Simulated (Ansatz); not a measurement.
ZrS2 (CdI2 type)

```
ZrS2
1.0
    3.63482     0.00000     0.00000
   -1.81741     3.14785     0.00000
    0.00000     0.00000     5.71966
Zr S
1 2
Direct
  0.00000   0.00000   0.00000
  0.33333   0.66667   0.25534
  0.66667   0.33333   0.74466
```

E(V) scan at fixed shape, V₀ the volume above. The atoms relax within the cell's symmetry.

All values below come from PBE-D3(BJ) (plane waves to 420 eV, PAW, scalar-relativistic; Ansatz, a quantum-chemistry and plane-wave program). k mesh 11×11×6 (Γ-centred), Fermi-Dirac smearing 0.05 eV. Energies are smeared free energies. Stress and pressure are positive under compression. With the shape held, the modulus is that of even scaling; a crystal free to change shape is softer. ZrS2 is run without spin polarisation. ZrS2 was relaxed with its symmetry unable to fall. The zero of ΔE is the relaxed starting cell.

```json
[
 {"V/V₀": "0.900", "ΔE (meV/atom)": "37.1", "P (GPa)": "6.01"},
 {"V/V₀": "0.917", "ΔE (meV/atom)": "25.0", "P (GPa)": "4.77"},
 {"V/V₀": "0.933", "ΔE (meV/atom)": "15.5", "P (GPa)": "3.62"},
 {"V/V₀": "0.950", "ΔE (meV/atom)": "8.4", "P (GPa)": "2.59"},
 {"V/V₀": "0.967", "ΔE (meV/atom)": "3.6", "P (GPa)": "1.65"},
 {"V/V₀": "0.983", "ΔE (meV/atom)": "0.9", "P (GPa)": "0.81"},
 {"V/V₀": "1.000", "ΔE (meV/atom)": "0.0", "P (GPa)": "0.00"},
 {"V/V₀": "1.017", "ΔE (meV/atom)": "0.8", "P (GPa)": "-0.70"},
 {"V/V₀": "1.033", "ΔE (meV/atom)": "3.2", "P (GPa)": "-1.38"},
 {"V/V₀": "1.050", "ΔE (meV/atom)": "7.1", "P (GPa)": "-1.99"},
 {"V/V₀": "1.067", "ΔE (meV/atom)": "12.2", "P (GPa)": "-2.53"},
 {"V/V₀": "1.083", "ΔE (meV/atom)": "18.6", "P (GPa)": "-3.03"},
 {"V/V₀": "1.100", "ΔE (meV/atom)": "26.1", "P (GPa)": "-3.56"}
]
```

Read from the data:

```yaml
pressure_at_the_smallest_volume: 6.01 GPa
energy_cost_of_the_largest_compression: 37.1 meV/atom
energy_cost_of_the_largest_expansion: 26.1 meV/atom
Bulk modulus at fixed cell shape B₀ (third-order Birch-Murnaghan fit): 45.3 GPa
Pressure derivative B₀′ (fit): 4.3
equilibrium_volume_of_the_fit: 21.81 Å³/atom
Pressure for 5 % compression (fit): 2.6 GPa
```

The 13 points together took very roughly 6 core-minutes.

(Under strain, the slope of the energy per volume gives the stress and its curvature an elastic modulus.)
